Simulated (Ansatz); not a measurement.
W3N:
```
CELL_PARAMETERS angstrom
      4.83789     0.00000     0.00000
      0.00000     4.83789     0.00000
      0.00000     0.00000     4.83789
ATOMIC_POSITIONS crystal
  W  0.25000 0.00000 0.50000
  W  0.75000 0.00000 0.50000
  W  0.00000 0.50000 0.25000
  W  0.00000 0.50000 0.75000
  W  0.50000 0.25000 0.00000
  W  0.50000 0.75000 0.00000
  N  0.00000 0.00000 0.00000
  N  0.50000 0.50000 0.50000
```

Relaxed with PBE. Special points in fractions of this cell's reciprocal vectors: Γ (0.000, 0.000, 0.000); X (0.000, 0.500, 0.000); M (0.500, 0.500, 0.000); R (0.500, 0.500, 0.500).

Question: List the band energies nearest the Fermi level at these points for plane-wave PAW PBE with spin–orbit coupling (Ansatz code).

Answer: In eV from the Fermi level; about four levels below and three above (degenerate sets whole), none deeper than 8.9 eV; points with the same levels are listed once.

```csv
k,below,above
Γ,-1.62 -1.62 -1.62 -1.62,0.14 0.14 1.04 1.04 1.04 1.04
X,-0.59 -0.59 -0.59 -0.59,0.39 0.39 0.39 0.39
M,-0.17 -0.17 -0.15 -0.15,0.04 0.04 0.08 0.08
R,-1.18 -1.18 -1.18 -1.18 -1.18 -1.18 -1.18 -1.18,0.51 0.51 0.51 0.51
```

Space group Pm-3n (A15 (Cr3Si type)). The start of the workflow was typed in or built on a structure type; neither database checked (COD, Materials Project) lists it. Whether it is the stable phase at ambient conditions was not checked. Symmetry was held in the PBE relaxation; whether a distortion lowers the energy is not shown. The workflow began spin-polarised and lost its moments. Its formation energy is positive at this level, so the cell may be metastable or incomplete.

Potentials: the earlier of the program's two PAW sets.
